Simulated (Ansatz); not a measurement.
This cell of KCl (rock salt) is off equilibrium:

```
KCl
1.0
    0.00000     3.19058     3.19058
    3.19058     0.00000     3.19058
    3.19058     3.19058     0.00000
Cl K
1 1
Direct
  0.97994   0.02006   0.02006
  0.50000   0.50000   0.50000
```

These are PBE (plane waves to 420 eV, PAW, scalar-relativistic; Ansatz, an electronic-structure program) values and carry that method's errors. k mesh 7×7×7 (Γ-centred), Fermi-Dirac smearing 0.05 eV. E stands for the smeared free energy. Compression counts positive. KCl was relaxed with its symmetry unable to fall.

Predict the force on every atom, in eV/Å.


```tsv
atom	Fx	Fy	Fz
Cl1	-0.146	0.000	0.000
K2	0.146	0.000	0.000
```

In it atom 1 sits (0.128, 0.000, 0.000) Å away from its relaxed site. What is its energy relative to the relaxed cell?

9.1 meV/cell.

(For displaced atoms, the force is minus the slope of the energy, and its curvature is a force constant, which sets phonon frequencies.)
